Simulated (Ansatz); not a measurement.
# PtSe₂, one structure, two calculations

Cell: a structure deposited in the COD (the entry's cell lengths or inner coordinates differ somewhat from later room-temperature determinations), taken as it stands.

```yaml
crystal:
  lattice:
    - [3.72400, 0.00000, 0.00000]
    - [-1.86200, 3.22508, 0.00000]
    - [0.00000, 0.00000, 5.06200]
  atoms:
    - { symbol: Pt, position: [0.00000, 0.00000, 0.00000] }
    - { symbol: Se, position: [0.33333, 0.66667, 0.25000] }
    - { symbol: Se, position: [0.66667, 0.33333, 0.75000] }
```

Atoms are numbered from 1 in the order listed; like atoms form one site, named after its first atom.

First run. Level of theory: DFT, PBE, plane waves and PAW, scalar-relativistic, 420 eV cutoff, Γ-centred 9×9×6 k-points, Fermi–Dirac smearing 0.02 eV (Ansatz 0.2.0).

```
site  atom  V_zz (10²¹ V/m²)     η
  Pt     1              8.65  0.00
  Se     2             -5.51  0.00
```

Second run. The same atoms and settings, except that the mesh is 10×10×7 and the Fermi–Dirac smearing is 0.05 eV.

Task: What does the second run give?

Result: 

```csv
site,atom,V_zz,η,change of V_zz
Pt,1,8.85,0.00,+0.20
Se,2,-5.28,0.00,+0.23
```

The largest change of V_zz is on Se, from -5.51 to -5.28. In per cent, |V_zz| changes by +2 on Pt, -4 on Se (all sites that start above 2).

At this cell the PBE pressure is 7 GPa, so with PBE the cell would grow if it were relaxed. The largest force is 0.6 eV/Å, so the atoms aren't at the calculated equilibrium and relaxing them would move these values. Spin–orbit coupling is left out, which shifts gradients on Pt by a few per cent in wide-gap crystals, and can shift them far more where the calculated gap is small or absent, as here.
For the first run: Semilocal functionals make gaps too small and can close them, so the real compound need not be a metal.
